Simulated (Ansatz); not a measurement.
CaO:
```
CELL_PARAMETERS angstrom
      0.00000     2.60680     2.60680
      2.60680     0.00000     2.60680
      2.60680     2.60680     0.00000
ATOMIC_POSITIONS crystal
  Ca 0.00000 0.00000 0.00000
  O  0.25000 0.25000 0.25000
```

Relaxed with r²SCAN. Special points in fractions of this cell's reciprocal vectors: Γ (0.000, 0.000, 0.000); X (0.500, 0.000, 0.500); U (0.625, 0.250, 0.625); K (0.375, 0.375, 0.750); L (0.500, 0.500, 0.500); W (0.500, 0.250, 0.750).

Problem. List the band energies nearest the valence-band maximum at these points for r²SCAN in the plane-wave PAW code Ansatz.

Solution. In eV from the valence-band maximum; about four levels below and three above (degenerate sets whole), none deeper than 8.9 eV; points with the same levels are listed once.

```
k              below           above
-  -----------------  --------------
Γ  -0.62 -0.62 -0.62  3.76 8.65 8.65
X    -1.42 0.00 0.00  5.36 7.22 9.73
U  -1.06 -0.27 -0.10  5.46 7.33 8.86
L  -0.99 -0.36 -0.36  6.60 8.53 8.53
W   -0.84 -0.55 0.00  5.40 7.04 9.24
```

Space group F-43m (zinc blende). The start of the workflow was typed in or built on a structure type; neither database checked (COD, Materials Project) lists it. It is not the phase usual at ambient conditions (space group No. 225). Symmetry was held in the r²SCAN relaxation; whether a distortion lowers the energy is not shown.

Potentials: the earlier of the program's two PAW sets.
